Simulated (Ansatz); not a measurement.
# NbRu: energy along a strain

NbRu, P4/mmm, a = 3.000 Å, c = 3.380 Å (as given, not relaxed at this level: 4.6 GPa). The structure is a COD entry; whether it is the stable form wasn't checked. Ansatz: PBEsol, PAW, 420 eV, Γ-centred 16×16×14 mesh on 2 atoms, Gaussian smearing 0.15 eV; no spin polarisation. Cell vectors (Å): 3.000 0.000 0.000; 0.000 3.000 0.000; 0.000 0.000 3.380. The cell is strained by x per cent times the pattern (0 0 0 0 0 1) in the order xx yy zz yz xz xy (engineering shears), with fractional coordinates held. y is the free energy over the start, V0 = 15.210 Å³/atom. Symmetry makes y even in x. Points with a strain past 8.5 % were computed too (2) and aren't used here.

```tsv
x (%)	y (meV/atom)
-5.00	7.85
0.00	0.00
1.25	0.50
2.50	1.98
3.75	4.45
6.25	?
7.50	17.37
```

Problem. Fit y = c2 x² + c4 x⁴ to the other rows, get the stiffness along the pattern, and predict the missing energy.

Solution. Least squares on the rows shown. y = 0.31842 x² − 0.00017114 x⁴. The clamped-ion stiffness p·C·p = 2 × 3.184 eV × 160.2 / 15.210 Å³ = 67 GPa, which is C66 in these axes (second derivative at the start, which stands under stress). At x = 6.25 the fit asked for gives 12.18 meV/atom. The run gave 12.16 meV/atom, so the fit is 0.02 meV/atom too high, a small miss on the scale of the series.